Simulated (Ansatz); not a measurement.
Relaxing a structure of Si2W

The start is a generated trial cell of Si2W in the AFLOW prototype AB2_hP3_164_a_d (C6, as in CdI2). A full variable-cell relaxation at zero pressure is run with PBEsol (plane waves to 420 eV, PAW, scalar-relativistic; Ansatz, an electronic-structure program). First-step values are on the input's coarse k-mesh.

Ansatz input (later rounds restart from its end on a renewed k-mesh):
Ansatz 0.2 input:
```yaml
crystal:
  lattice:
    - [3.1258936, 0, 0]
    - [-1.5629468, 2.7071033, 0]
    - [0, 0, 5.0427152]
  atoms:
    - { symbol: W, position: [0, 0, 0] }
    - { symbol: Si, position: [0.33333333, 0.66666667, 0.252] }
    - { symbol: Si, position: [0.66666667, 0.33333333, 0.748] }
basis: { ecutwfc: 420, ecutrho_ratio: 4, xc_grid: 2, fft_grid_basis: typed }
kpoints: { mp_grid: { grid: [9, 9, 5] } }
hamiltonian:
  xc: pbesol
  dispersion: none
  pseudopotentials: { azcp: { folder: ./paw }, kind: paw }
scf: { occupations: { method: fermi_dirac, width: 0.05 } }
relax: { f_tol: 0.01, max_steps: 100, cell: { stress_tol: 0.02 } }
output: { forces: true, stress: true }
```

Problem. How do the shortest distances between atoms change?

Solution. The closest pairs of elements (up to four, under 3.6 Å), start → end: Si–W 2.21 → 2.56 Å; Si–Si 3.08 → 2.60 Å; W–W 3.13 → 2.92 Å.

Problem. Give the final cell and atomic positions.

Solution. 
```cif
data_Si2W
_chemical_formula_sum 'W1 Si2'
_space_group_name_H-M_alt 'P-3m1'
_space_group_IT_number 164
_space_group_name_Hall '-P 3 2"'
_cell_length_a 2.92252
_cell_length_b 2.92252
_cell_length_c 5.82613
_cell_angle_alpha 90.000
_cell_angle_beta 90.000
_cell_angle_gamma 120.000
loop_
_atom_site_label
_atom_site_type_symbol
_atom_site_symmetry_multiplicity
_atom_site_Wyckoff_symbol
_atom_site_fract_x
_atom_site_fract_y
_atom_site_fract_z
_atom_site_occupancy
W1 W 1 a 0.00000 0.00000 0.00000 1
Si1 Si 2 d 0.33333 0.66667 0.33024 1
```

The space group stays P-3m1 (No. 164) (the run could not lower it), with 3 atoms in the primitive cell. Final values are on a 18×18×8 k-mesh of the relaxed cell. No spin polarisation in the result.

The run could not lose the symmetry of its start; a randomly shaken copy of 6 atoms returns to this structure.

The relaxed structure here is a generated cell of Si2W: the first start was made by placing the elements on the sites of a structure type, and the end was not matched to a known phase here, so it may be hypothetical. Known forms of Si2W include space group No. 139.
